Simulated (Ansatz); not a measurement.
Here is an unrelaxed guess for B₃N₂.

```yaml
crystal:
  lattice:
    - [3.70610, 0.00000, 0.00000]
    - [0.00000, 3.70610, 0.00000]
    - [0.00000, 0.00000, 3.70610]
  atoms:
    - { symbol: B, position: [0.00000, 0.50000, 0.50000] }
    - { symbol: B, position: [0.50000, 0.00000, 0.50000] }
    - { symbol: B, position: [0.50000, 0.50000, 0.00000] }
    - { symbol: N, position: [0.00000, 0.00000, 0.00000] }
    - { symbol: N, position: [0.50000, 0.50000, 0.50000] }
```

Method: DFT PBE, scalar-relativistic, plane waves, PAW (Ansatz 0.2.0). Cutoff 420 eV; k points 6×6×6 on the computed 5-atom cell (Γ-centred); Gaussian smearing, width 0.10 eV; no spin polarisation.

Formation energies are uncorrected and refer to the elements' standard structures at the same level (N₂ as a molecule).

Question: Estimate its pressure, forces and energy as it stands.

Answer: The pressure is -28.7 GPa (it wants to contract), the largest force is 0.00 eV/Å (symmetry fixes the atoms), and the energy is +2.76 eV/atom against the elements. The shortest distance is 1.85 Å.

Question: Is it a good guess?

Answer: A rough one: relaxing gains about 0.31 eV/atom (the start's value is from the coarse mesh, so the gain is rough) in 11 ionic steps and ends at +2.45 eV/atom on the finer mesh. The symmetry stays Pm-3m (No. 221). The volume per atom shrinks by 26.7 %, from 10.2 to 7.5 Å³. The shortest distance goes from 1.85 Å (B–N) to 1.67 Å (B–N). Conventional cell: a = 3.342 Å. B has 2 N at 1.67 Å, 4 N at 2.36 Å and 8 B at 2.36 Å; N on its first site is surrounded by 12 B at 2.36 Å (long contacts); around N on its second site lie 6 B at 1.67 Å.

The last run used a 12×12×12 mesh for its 5-atom cell and Gaussian smearing of 0.10 eV. An odd number of electrons in the primitive cell allows no gap without spin; a larger cell or a magnetic state could open one. The relaxation can't lower the symmetry of the start, and the grade says only how near the guess is to its own end. Symmetry constrained the relaxation, so the result can be a saddle point.
